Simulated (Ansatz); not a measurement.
Is this Mg3Cd2Se5 structure a true minimum?

The structure comes from a generated guess, relaxed at this level; another structure or a mixture of phases may lie lower.

All numbers below come from DFT PBE, scalar-relativistic, plane waves, PAW in Ansatz. Cutoff 420 eV; k points 12×12×12 on the computed 10-atom cell (Γ-centred); Gaussian smearing, width 0.02 eV; no spin polarisation.

The cell below (10 atoms, space group I4/mmm (No. 139)) is relaxed within its symmetry.

```
CELL_PARAMETERS angstrom
-1.98246 1.98246 14.04732
1.98246 -1.98246 14.04732
1.98246 1.98246 -14.04732
ATOMIC_POSITIONS crystal
Mg 0.90266 0.90266 0.00000
Mg 0.50000 0.50000 0.00000
Mg 0.09734 0.09734 0.00000
Cd 0.69901 0.69901 0.00000
Cd 0.30099 0.30099 0.00000
Se 0.80282 0.80282 0.00000
Se 0.40299 0.40299 0.00000
Se 0.00000 0.00000 0.00000
Se 0.59701 0.59701 0.00000
Se 0.19718 0.19718 0.00000
```

For the test it was strained at random (σ = 1.5 % a component), the atoms were moved at random (σ = 0.05 Å), and all was relaxed again on a coarse 4×4×4 mesh (in the run’s order of axes) with 0.10 eV smearing, with no symmetry imposed.

**Question.** Is the structure stable against such a distortion?

**Answer.** It returns, within 1 meV/atom of the unmoved cell on that mesh and with the same symmetry when read at 0.1 Å. So it is stable against the distortions that fit this cell and that this random move excites. Modes that don't fit the cell aren't tested.
